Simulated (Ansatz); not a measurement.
Cold compression of LuSe

```
CELL_PARAMETERS angstrom
0.00000 2.79727 2.79727
2.79727 0.00000 2.79727
2.79727 2.79727 0.00000
ATOMIC_POSITIONS crystal
Lu 0.00000 0.00000 0.00000
Se 0.50000 0.50000 0.50000
```

The base volume is that of a database entry, with shape and atoms relaxed on PAW files at held volume, so it needn't be at zero pressure; the structure needn't be the stable phase, at rest or compressed.

Its volume is scaled, and at each volume shape and atoms are relaxed on PAW files; all methods then take that cell.

Computed with Ansatz 0.2.0; functional PBEsol, scalar-relativistic. Settings: a Γ-centred 11×11×11 k mesh, Fermi–Dirac smearing of 0.05 eV, no spin polarisation. Methods: LAPW: all electrons, basis error target 1 meV/atom; PAW: frozen-core files, cutoff 420 eV; crystal datasets: all electrons, by PAW datasets that the program makes for each cell.

Energies are extrapolated to zero smearing and count from the unscaled cell; pressure is positive in compression; gaps take the mesh and a band path. No temperature or zero-point motion is included.

Spin–orbit coupling is left out, which matters for the heavy atoms. The PAW files were made under PBE.

| V/V0 | V (Å³/atom) | P LAPW (GPa) | ΔE LAPW (eV/atom) | P PAW − LAPW (GPa) | ΔE PAW − LAPW (meV/atom) | space group | shortest distance (Å) |
| --- | --- | --- | --- | --- | --- | --- | --- |
| 1.00 | 21.89 | -2.02 | 0.000 | -0.01 | 0.0 | Fm-3m | 2.797 |
| 0.65 | 14.23 | ? | 1.411 | -0.01 | -0.5 | Fm-3m | 2.423 |
| 0.60 | 13.13 | 126.8 | 2.145 | 0.01 | -0.5 | Fm-3m | 2.359 |
| 0.40 | 8.76 | 530.9 | ? | 0.89 | 6.2 | Fm-3m | 2.061 |

Question: Fill in "ΔE LAPW (eV/atom)" for the row "0.40".

Answer: 9.731.

Question: Give the missing entry: row "0.65", column "P LAPW (GPa)".

Answer: 90.1.

Question: At the smallest volume, how far do crystal datasets lie from LAPW in pressure?

Answer: crystal datasets: 0.00 GPa, on a LAPW pressure of 530.9 GPa.

Question: How do the Löwdin populations by LAPW change from the unscaled cell to the last row?

Answer: Lu 5s 1.98 → 1.86, Lu 6s 0.46 → 0.40, Lu 5p 5.99 → 5.91, Lu 5d 2.45 → 4.41, Lu 4f 13.99 → 13.84, Se 3s 1.99 → 1.94, Se 4s 1.59 → 1.15, Se 4p 4.50 → 3.42 electrons an atom. These are projections on the shells that the free atoms fill; 0.07 e a cell lies outside them at the start and 0.12 e at the end.
